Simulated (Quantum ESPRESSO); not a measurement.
Si2Ge5 (made-up cell, one site empty) (calculated)

All values are calculated (Quantum ESPRESSO 7.5). Calculation on a made-up crystal cell, not a measurement: periodic Kohn-Sham density functional theory in plane waves with PseudoDojo standard norm-conserving scalar-relativistic pseudopotentials, each functional with its own files (v0.5 for PBE, v0.4.1 for LDA and PBEsol), no spin polarisation, no spin-orbit coupling, atoms not relaxed, stress positive in tension, energies less a fixed whole-eV offset for each atom's element; levels are Kohn-Sham levels at fractions of this cell's reciprocal vectors, counted from the reference band (half the neutral cell's valence electrons, rounded up) at Gamma; error bars cover cutoff and k-mesh only, not smearing or the files; added strain carries the atoms with the cell, and shear is the tensor component; each bar is the largest change over components, and at least 0.002 eV, 0.002 eV per angstrom or 0.02 GPa; energies are for the whole cell, and the offsets were chosen from early runs and are not element reference energies.

```xyz
7
Lattice="5.5217 0.0644 -0.0286 0.0644 5.6166 -0.0704 -0.0286 -0.0704 5.6403" Properties=species:S:1:pos:R:3 formula=Si2Ge5 lattice_type=zincblende/diamond empty_site=2 functional=pbe cutoff=1061 fermi_dirac_smearing=0.1 scf_tolerance=1e-07 electrons_removed=0 k_mesh=6_x_6_x_6,shifted_by_half_a_step
Si    -0.0079    -0.0303     0.0443
Si     2.7452     0.0406     2.7982
Ge     2.7989     2.8009    -0.0293
Ge     1.3745     1.4034     1.4082
Ge     1.4164     4.1624     4.1914
Ge     4.1064     1.3617     4.1710
Ge     4.1376     4.2530     1.2974
```

Units: cutoff, fermi_dirac_smearing, scf_tolerance in eV.

Atoms:
```csv
atoms element,atom site,atom energy offset (eV)
Si,1,-115
Si,3,-115
Ge,4,-2430
Ge,5,-2430
Ge,6,-2430
Ge,7,-2430
Ge,8,-2430
```

Questions
1. Si2Ge5 (made-up cell, one site empty): stress xz?

Calculated values
1. -0.8714 GPa

Further results for Si2Ge5 (made-up cell, one site empty):

- free energy less offsets: -0.6555 eV
- smearing term minus ts: -0.07477 eV
- scf iterations: 11
- pressure: 0.4057 GPa
- stress xx: -0.9367 GPa
- stress yy: -0.3593 GPa
- stress zz: 0.07903 GPa
- stress yz: -1.618 GPa
- stress xy: 0.6602 GPa
- fermi level: -0.556 eV
- reference band: 39
- error bar energy: 0.005314 eV
- error bar stress: 0.02 GPa
- error bar force: 0.003387 eV/Å
- error bar next band up: 0.002 eV
- error bar fermi level: 0.0118 eV
- error bars from: tighter rerun of this cell

Forces:
```csv
site,x (eV/Å),y (eV/Å),z (eV/Å)
1,-0.2495,0.1691,-0.3117
3,-0.4282,-0.7707,0.2078
4,-0.4062,-0.1872,-0.08493
5,-0.5867,0.255,0.2624
6,-0.2043,0.2919,-0.7162
7,1.128,-0.06456,0.05731
8,0.7467,0.3064,0.5854
```

Levels:
```csv
level k point,next band up (eV)
Gamma,0.1783
"(1/2,1/2,1/2)",0.192
"(0.15,0,0)",0.2066
"(0,0.15,0)",0.2368
"(0,0,0.15)",0.2279
```
